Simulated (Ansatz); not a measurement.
Relaxed-ion elastic tensor of BiB (rock salt, Fm-3m) in GPa (Voigt order), plane-wave PAW r²SCAN (Ansatz code); density 10.05 g/cm³, 18.16 Å³ per atom.

```
 168  45.0  45.0   0.0   0.0   0.0
45.0   168  45.0   0.0   0.0   0.0
45.0  45.0   168   0.0   0.0   0.0
 0.0   0.0   0.0  43.9   0.0   0.0
 0.0   0.0   0.0   0.0  43.9   0.0
 0.0   0.0   0.0   0.0   0.0  43.9
```

Q: Is the crystal mechanically stable?

A: Yes: the smallest eigenvalue of C is 43.9 GPa.

Q: Work out the Voigt, Reuss and Hill averages.

A: K_V = 86.1, K_R = 86.1, K_H = 86.1; G_V = 51.0, G_R = 49.6, G_H = 50.3 GPa.

Q: Give Young's modulus, Poisson's ratio, Pugh's ratio and the universal anisotropy index.

A: E = 9KG/(3K + G) = 126 GPa; ν = 0.26; K/G = 1.71 (near the Pugh limit of 1.75, no verdict); A_U = 5G_V/G_R + K_V/K_R − 6 = 0.14.

Q: Estimate the sound speeds and the Debye temperature.

A: v_l = √((K + 4G/3)/ρ) = 3900 m/s, v_t = √(G/ρ) = 2240 m/s, mean 2490 m/s; Θ = (h/k)(3n/4πV)^(1/3) v_m = 282 K.

Q: Give the Zener ratio and Young's modulus along [100], [110] and [111].

A: A = 2C44/(C11 − C12) = 0.71; 1/E = S11 − 2(S11 − S12 − S44/2)Γ with Γ = 0, 1/4, 1/3 gives 149, 120, 113 GPa.

Q: Solve the Christoffel equation for the three sound speeds along [100], [110], [111].

A: Eigenvalues of C_ijkl n_j n_l equal ρv². In km/s, slowest first: [100] 2.09, 2.09, 4.09; [110] 2.09, 2.47, 3.87; [111] 2.35, 2.35, 3.79.

The cell is a constructed one: a structure type filled with these elements; neither database checked (COD, Materials Project) lists it. Its standing as an ambient phase is unchecked. The cell was relaxed with r²SCAN under the symmetry of its start; whether a distortion lowers the energy is not shown. As this level gives no gap, shear constants depend on the k-mesh and smearing (Fermi–Dirac, 0.1 eV here). Scalar-relativistic: spin–orbit coupling is off unless named, which matters more the heavier the elements.

Potentials: the later of the program's two PAW sets.
